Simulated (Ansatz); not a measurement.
Te (trigonal-Te type, space group P3_121)

```xyz
3
Lattice="4.6241 0.0000 0.0000 -2.3121 4.0046 0.0000 0.0000 0.0000 5.9034" Properties=species:S:1:pos:R:3 pbc="T T T"
Te     1.1715     0.0000     1.9678
Te    -0.5858     1.0146     3.9356
Te     1.7263     2.9900     0.0000
```

Two-dimensional scan of atom 1 (Te, nearest neighbour Te at 2.827 Å; its periodic images, 4.6 Å or more away, move with it): u runs along (0.707, 0.707, 0.000), v along (0.000, 0.000, 1.000) (Cartesian). Cell and other atoms are fixed.

Computed with r2SCAN (plane waves to 500 eV, PAW, scalar-relativistic; Ansatz, a quantum-chemistry and plane-wave program). k mesh 7×7×5 (Γ-centred), Fermi-Dirac smearing 0.05 eV. As the smearing reaches across the gap at some points, energies and forces of such displacements shift with the k mesh and the smearing. Fu and Fv are the components of the force on the atom. Spin-orbit coupling is left out, though Te is heavy. Te was relaxed with its symmetry unable to fall. 

```csv
Fv (eV/Å),u = -0.420,u = -0.210,u = 0.000,u = 0.210,u = 0.420
v = -0.420,7.81,4.29,2.45,1.63,1.40
v = -0.210,4.05,2.17,1.22,(withheld),0.84
v = 0.000,1.22,0.35,0.00,-0.01,0.18
v = 0.210,(withheld),-1.30,-1.22,(withheld),-0.56
v = 0.420,-3.02,-2.88,-2.45,-1.91,-1.45
```

Question: Some entries are withheld; supply them.

Answer: 
- v = -0.210, u = 0.210: 0.86
- v = 0.210, u = -0.420: -1.04
- v = 0.210, u = 0.210: -0.92

(A displaced cell: forces are minus the slopes of the energy, force constants its curvatures, and phonons follow from these.)
